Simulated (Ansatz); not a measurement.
All numbers below come from Ansatz, DFT PBE, scalar-relativistic, plane waves, PAW. All cells share a 420 eV cutoff and Γ-centred k meshes spaced about 0.3 Å⁻¹ or finer (0.25 for metals, 2π included). No spin polarisation.

Temperature and zero-point effects are left out.

Compare these two cells of NaAl₅O₂, each relaxed at this level.

A.

```
CELL_PARAMETERS angstrom
2.90216 0.00000 0.00000
-1.45108 2.51335 0.00000
0.00000 0.00000 14.53549
ATOMIC_POSITIONS crystal
Na 0.00000 0.00000 0.00000
Al 0.66667 0.33333 0.18774
Al 0.66667 0.33333 0.81226
Al 0.00000 0.00000 0.65989
Al 0.00000 0.00000 0.34011
Al 0.33333 0.66667 0.50000
O 0.33333 0.66667 0.11651
O 0.33333 0.66667 0.88349
```

B.

```
CELL_PARAMETERS angstrom
2.89847 0.00000 0.00000
-1.44924 2.51015 0.00000
0.00000 0.00000 29.13037
ATOMIC_POSITIONS crystal
Na 0.66667 0.33333 0.09202
Na 0.33333 0.66667 0.90798
Al 0.33333 0.66667 0.18596
Al 0.00000 0.00000 0.00000
Al 0.66667 0.33333 0.81404
Al 0.00000 0.00000 0.26431
Al 0.00000 0.00000 0.73569
Al 0.66667 0.33333 0.57861
Al 0.00000 0.00000 0.50000
Al 0.33333 0.66667 0.42139
Al 0.66667 0.33333 0.34205
Al 0.33333 0.66667 0.65795
O 0.00000 0.00000 0.14967
O 0.33333 0.66667 0.03474
O 0.66667 0.33333 0.96526
O 0.00000 0.00000 0.85033
```

Question: Which is lower in energy, and by how much?

Answer: B is lower, by 45 meV/atom. A has space group P-6m2 (No. 187), 13.3 Å³/atom and no gap on its mesh; B has space group P-3m1 (No. 164), 13.2 Å³/atom and no gap. In A, around Na lie 6 O at 2.38 Å and 6 Na at 2.90 Å; Al on a site of symmetry 3m has 3 O at 1.97 Å and 9 Al at 2.78–2.90 Å; around O lie 3 Al at 1.97 Å and 3 Na at 2.38 Å; 2 more sites not described. In B, Na has 6 O at 2.36–2.37 Å and 6 Na at 2.90 Å; around Al on a site of symmetry 3m lie 3 O at 1.98 Å and 9 Al at 2.83–2.90 Å; O on its first site is surrounded by 3 Al at 1.98 Å, 3 Na at 2.37 Å, 6 O at 2.90 Å, 1 Al at 3.34 Å and 3 Al at 3.51 Å; 6 more sites not described. Both come from trial cells of a structure search, whose lowest cell (R-3m, 13.2 Å³/atom) lies 24 meV/atom below the lower of the two.

Trial moments fell under 0.15 μB along the way in P-6m2 and P-3m1; another start might hold them. With atoms moved at random, B (by 24 meV/atom) fell into a lower structure and A came back. Some structure types and database cells were kept out of the candidates from the start, so a known form may be missing.
